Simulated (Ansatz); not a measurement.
## ScPd: zone-centre modes under pressure

ScPd, Pm-3m, a = 3.231 Å. The structure is a COD entry; whether it is the stable form wasn't checked. Ansatz: LDA, PAW, 420 eV, Γ-centred 12×12×12 mesh on 2 atoms, Fermi-Dirac smearing 0.15 eV; no spin polarisation. Cell and atoms are relaxed at each pressure with the symmetry kept; optical modes at Γ by linear response, in cm⁻¹, the highest.

| P (GPa) | V (Å³/atom) | ω1 |
| --- | --- | --- |
| 0 | 16.863 | 172.9 |
| 5 | 16.283 | 189.1 |
| 15 | 15.377 | ? |

Task: Get the mode's Grüneisen parameter γ = −d ln ω/d ln V from the other rows and predict the missing frequency.

Result: ln(V/V0) = 0.0000, -0.0350, -0.0922; a line through ln(ω/ω0) of the 2 known rows gives ω1: γ = 2.559, predicted 218.9, computed 215.7. The miss is 1.5 %: γ isn't constant over this range. In a metal these frequencies hang on the mesh and smearing.

The mesh isn't the same in all rows (12×12×12, 14×14×14).